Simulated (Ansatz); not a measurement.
Total density of states per atom from r²SCAN in the plane-wave PAW code Ansatz, in 0.25 eV bins, energy from the Fermi level:

(E (eV), states/eV/atom): (-7.85, 0.18); (-7.60, 0.20); (-7.35, 0.20); (-7.10, 0.20); (-6.85, 0.21); (-6.60, 0.23); (-6.35, 0.25); (-6.10, 0.26); (-5.85, 0.25); (-5.60, 0.25); (-5.35, 0.29); (-5.10, 0.33); (-4.85, 0.39); (-4.60, 0.41); (-4.35, 0.62); (-4.10, 0.85); (-3.85, 0.63); (-3.60, 0.55); (-3.35, 0.98); (-3.10, 1.76); (-2.85, 1.37); (-2.60, 1.56); (-2.35, 1.61); (-2.10, 0.96); (-1.85, 2.04); (-1.60, 2.52); (-1.35, 2.24); (-1.10, 1.25); (-0.85, 0.62); (-0.60, 0.50); (-0.35, 0.44); (-0.10, 0.42); (0.15, 0.49); (0.40, 0.33); (0.65, 0.27); (0.90, 0.32); (1.15, 0.29); (1.40, 0.27); (1.65, 0.23); (1.90, 0.20); (2.15, 0.21); (2.40, 0.34); (2.65, 0.42); (2.90, 0.34); (3.15, 0.27); (3.40, 0.23); (3.65, 0.21); (3.90, 0.23); (4.15, 0.29); (4.40, 0.37); (4.65, 0.40); (4.90, 0.40)

Problem. Pick the material that matches.
(A) AlN, zinc blende
(B) CaAl2Ge2, P-3m1 (Ca on 1a, Al on 2d, Ge on 2d)
(C) CaZn, Cmcm (Ca on 4c, Zn on 4c)
(D) AlNi, Cmcm (Al on 4c, Ni on 4c)

Solution. D, AlNi, Cmcm (Al on 4c, Ni on 4c). Within 0.5 eV of the Fermi level: Ni 3d 51 %, Al 3p 35 %. Projections are on Löwdin-orthogonalised atomic valence shells; empty p or d shells of many metals are not among them.

The start of the workflow was typed in or built on a structure type; neither database checked (COD, Materials Project) lists it. It is not the phase usual at ambient conditions (space group No. 221). The cell was relaxed with r²SCAN under the symmetry of its start; whether a distortion lowers the energy is not shown. The workflow began spin-polarised and lost its moments.

Potentials: the later of the program's two PAW sets.
